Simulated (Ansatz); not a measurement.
# Magnetic orders of CrMo3

These are results of DFT PBEsol, scalar-relativistic, plane waves, PAW (Ansatz 0.2.0), not measurements.

```cif
data_structure
_symmetry_space_group_name_H-M 'P 1'
_symmetry_Int_Tables_number 1
_cell_length_a 3.8785
_cell_length_b 3.8785
_cell_length_c 3.8785
_cell_angle_alpha 90.000
_cell_angle_beta 90.000
_cell_angle_gamma 90.000
_cell_volume 58.34
loop_
_atom_site_label
_atom_site_type_symbol
_atom_site_fract_x
_atom_site_fract_y
_atom_site_fract_z
_atom_site_occupancy
Mo1 Mo 0.00000 0.50000 0.50000 1
Mo2 Mo 0.50000 0.00000 0.50000 1
Mo3 Mo 0.50000 0.50000 0.00000 1
Cr1 Cr 0.00000 0.00000 0.00000 1
```

The plane-wave cutoff is 420 eV, the Γ-centred k-mesh is 12×12×12 and the occupation rule is Gaussian smearing, 0.1 eV. The list of starting moments (μB, in atom order) is 0 0 0 4.5 and the check for lower electronic states after the SCF is off.

All runs keep this geometry, which isn't relaxed for the lowest state (largest force there 0.000 eV/Å, pressure 0.8 GPa) and needn't be a stable compound; relaxing each order can shift differences of a few meV. A propagation vector, in units of the reciprocal vectors, doubles the cell, which takes an equally dense mesh. Site moments are spin moments in atom-centred spheres that scale with the neighbour distance. The states are those that the runs reached from these starts; a lower one can exist.

Question: Starts tried: no spin; large parallel starting moments; antiferromagnetic, doubled cell, propagation vector (0, 0, 1/2); antiferromagnetic, doubled cell, propagation vector (0, 1/2, 1/2); antiferromagnetic, doubled cell, propagation vector (1/2, 1/2, 1/2). Which state comes out lowest, and what are the moments?

Answer: The lowest state is antiferromagnetic, reached from the start “antiferromagnetic, doubled cell, propagation vector (0, 0, 1/2)”, with site moments (μB) Cr +0.95, Cr -0.95. The next state lies only 1.41 meV/atom higher, which mesh, smearing and relaxation can turn, so the order isn't settled.

| start | ends | energy above lowest (meV/atom) | site moments (μB) | gap on mesh (eV) | P (GPa) |
| --- | --- | --- | --- | --- | --- |
| no spin | non-magnetic | 1.55 | none over 0.05 | metal | 0.0 |
| large parallel starting moments | non-magnetic | 1.55 | none over 0.05 | metal | 0.0 |
| antiferromagnetic, doubled cell, propagation vector (0, 0, 1/2) | antiferromagnetic | 0.00 | Cr +0.95, Cr -0.95 | metal | 0.8 |
| antiferromagnetic, doubled cell, propagation vector (0, 1/2, 1/2) | antiferromagnetic | 1.41 | Cr +0.73, Cr -0.73 | metal | 0.5 |
| antiferromagnetic, doubled cell, propagation vector (1/2, 1/2, 1/2) | non-magnetic | 1.55 | none over 0.05 | metal | 0.0 |

Cost: 5 runs of about 12 core-minutes in all, on Arm Neoverse N1 (shared hosts).